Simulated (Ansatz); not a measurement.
ScGe in space group Cmcm (No. 63; Sc on 4c, Ge on 4c), DFT-LDA in the program Ansatz with PAW potentials, all energies at zero smearing, with the estimated change up to a 700 eV cutoff added, with one set of potentials and settings (totals compare only within such a set). Cell of 4 atoms (2 Sc, 2 Ge): -12613.246 eV.

```json
[
 {"element": "Sc", "reference phase": "P6_3/mmc, 2 atoms in the cell", "E (eV/atom)": "-2089.0154"},
 {"element": "Ge", "reference phase": "Fd-3m, 2 atoms in the cell", "E (eV/atom)": "-4215.7216"}
]
```

Formation energy per atom, worked out: (-12613.246 − 2×(-2089.0154) − 2×(-4215.7216))/4 = -0.943 eV/atom (-91 kJ per mol of atoms), at 0 K, without zero-point energy or fitted corrections.

The first step of the workflow began from a Materials Project structure, measured or hypothetical; the Crystallography Open Database copy checked does not list it. Its standing as an ambient phase is unchecked. The LDA relaxation kept the symmetry of its start; of distortions, only those at the zone centre were tested. No spin polarisation was allowed. The references are the lowest solids computed at this level, not always the standard phases.

Potentials: the later of the program's two PAW sets.
